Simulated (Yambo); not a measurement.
Yambo run on PdCdF$_{6}$ (space group R-3, No. 148). The wavefunctions come from this Quantum ESPRESSO step (PBEsol, PseudoDojo standard norm-conserving files, scalar-relativistic):

```
&CONTROL
  calculation = 'nscf'
  pseudo_dir = './pseudo'
  outdir = './out'
/
&SYSTEM
  ibrav = 0
  nat = 8
  ntyp = 3
  ecutwfc = 102.0
  ecutrho = 408.0
  occupations = 'fixed'
  force_symmorphic = .true.
  nbnd = 176
/
&ELECTRONS
  conv_thr = 8e-09
  diago_full_acc = .true.
  diago_thr_init = 1e-08
/
ATOMIC_SPECIES
F 18.9984 F.upf
Pd 106.4200 Pd.upf
Cd 112.4140 Cd.upf
CELL_PARAMETERS angstrom
  2.528399943000   1.459772388000   4.835097000000
 -2.528399943000   1.459772388000   4.835097000000
  0.000000000000  -2.919544776000   4.835097000000
ATOMIC_POSITIONS crystal
F   0.394340000000   0.058627000000   0.779290000000
F   0.605660000000   0.941373000000   0.220710000000
F   0.779290000000   0.394340000000   0.058627000000
F   0.220710000000   0.605660000000   0.941373000000
F   0.058627000000   0.779290000000   0.394340000000
F   0.941373000000   0.220710000000   0.605660000000
Pd   0.000000000000   0.000000000000   0.000000000000
Cd   0.500000000000   0.500000000000   0.500000000000
K_POINTS automatic
2 2 2 0 0 0
```

Yambo input:

```
rim_cut
gw0
dyson
el_el_corr
HF_and_locXC
ppa
em1d
RandQpts= 1000000
RandGvec= 1 Ry
EXXRLvcs= 102 Ry
VXCRLvcs= 408 Ry
Chimod= "HARTREE"
% BndsRnXp
 9 | 174 |
%
NGsBlkXp= 7 Ry
% LongDrXp
 1.0 | 1.0 | 1.0 |
%
PPAPntXp= 27.2114 eV
% GbndRnge
 1 | 174 |
%
GTermKind= "BG"
DysSolver= "n"
ExtendOut
% QPkrange
 1 | 1 | 40 | 41 |
 3 | 3 | 40 | 41 |
%
```

k points by index: 1 = Γ, 3 = F.

The o-*.qp file then holds:

```
#    K-point    Band    Eo [eV]    E [eV]    E-Eo [eV]    Vxc [eV]    Vnlxc [eV]    Sc|Eo [eV]    Sc|E [eV]    dSc/dw|Eo [eV]    Re(Z)    Im(Z)
#
    1    40    -0.120451    -1.240914    -1.120463    -24.54075    -31.56515    5.600897    5.903929    -7.358279    0.787144    -0.001398
    1    41    2.327490    3.931874    1.604384    -25.35225    -20.91921    -2.412164    -2.828655    -7.062522    0.793924    -0.003426
    3    40    0.000000    -1.153603    -1.153603    -24.48461    -31.70717    5.753508    6.068957    -7.439769    0.785293    -0.001384
    3    41    1.817215    3.289155    1.471940    -24.09881    -20.01242    -2.239425    -2.614444    -6.932504    0.796960    -0.001360
```
(The two width columns are left out.) Convergence of these settings isn't established.

Spin-orbit coupling is not included.

Geometry of the Materials Project entry, not relaxed at this level.
